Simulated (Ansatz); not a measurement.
# Mechanical response of CdPt (P4/mmm)

```
Cd Pt
1.0
     2.97699    0.00000    0.00000
     0.00000    2.97699    0.00000
     0.00000    0.00000    3.84039
Cd Pt
1 1
Cartesian
  0.0000 0.0000 0.0000
  1.4885 1.4885 1.9202
```

Conventional cell: a = 2.977 Å, b = 2.977 Å, c = 3.840 Å, α = 90.00°, β = 90.00°, γ = 90.00°. Cd (atom 1) has 8 Pt at 2.85 Å and 4 Cd at 2.98 Å as nearest neighbours. Pt (atom 2) has 8 Cd at 2.85 Å and 4 Pt at 2.98 Å as nearest neighbours.

Level of theory, where no other is named: r²SCAN, PAW on Ansatz 0.2.0's default frozen-core files (fitted under PBE), scalar-relativistic. k mesh 16×16×12, strains of ±0.008, Fermi-Dirac smearing of 0.080 eV, cutoff 500 eV. The cell was relaxed by PAW under this functional. The structure is one entry of a database and needn't be the stable phase.

The cell is tetragonal and carries a residual pressure of -0.04 GPa at this level. Each strain component that symmetry leaves independent is applied at ±0.008, the ions relax wherever a strain frees them, and the stress (tension positive, GPa) is read. Shears are engineering strains, γ = 2ε.

```
strain    size      σxx      σyy      σzz      σyz     σxz      σxy
    xx  -0.008  -1.9262  -0.7262  -1.1182   0.0000  0.0000   0.0000
    xx  +0.008   1.8614   0.7889   1.0903   0.0000  0.0000   0.0000
    zz  -0.008  -1.0880  -1.0880  -1.6828   0.0000  0.0000   0.0000
    zz  +0.008   1.1200   1.1200   1.6313   0.0000  0.0000   0.0000
    yz  -0.008   0.0330   0.0385  -0.0053  -0.5583  0.0000   0.0000
    yz  +0.008   0.0330   0.0384  -0.0053   0.5583  0.0000   0.0000
    xy  -0.008   0.0422   0.0422  -0.0007   0.0000  0.0000  -0.3553
    xy  +0.008   0.0422   0.0422  -0.0007   0.0000  0.0000   0.3553
```

A central difference gives one constant, for example C11 ≈ (1.8614 − (-1.9262))/(0.016) = 236.7 GPa; the program then imposes the crystal's symmetry on the whole matrix.

What are the independent elastic constants?

C11 = 236.7, C12 = 94.7, C13 = 138.0, C33 = 207.1, C44 = 69.8, C66 = 44.4 GPa.

Is the crystal stable against homogeneous strain?

The least eigenvalue of the 6×6 matrix is 44.4 GPa, so yes.

What moduli does a random aggregate of grains have?

Voigt and Reuss bounds: B from 157.8 to 158.0 and G from 51.9 to 57.5 GPa; their means are B = 157.9 and G = 54.7 GPa. Then E = 9BG/(3B + G) = 147.1 GPa, ν = (3B − 2G)/(6B + 2G) = 0.345 and B/G = 2.89, on the ductile side of Pugh's 1.75 (a rule of thumb).

With the density of 15.002 g/cm³, how fast does sound travel, and what Debye temperature follows?

```tsv
direction	slow (m/s)	middle (m/s)	fast (m/s)
x	1721	2157	3972
y	1721	2157	3972
z	2157	2157	3716
```

The mean of v⁻³ over directions and branches gives v_m = 2135 m/s and θ_D = (ħ/k_B) v_m (6π²n)^(1/3) = 247 K, n being atoms per volume. Young's modulus spans 92 to 183 GPa over directions, and the universal anisotropy index is 0.53.

Limits of these numbers: frozen-core PAW files fitted under PBE, their cores solved anew for the functional of the run; responses of metals move with mesh and smearing; no spin-orbit coupling on heavy atoms; the softest shear constant rests on one k mesh, and a soft shear can herald a distortion on cooling; elastic stability says nothing of phonons or of other phases.
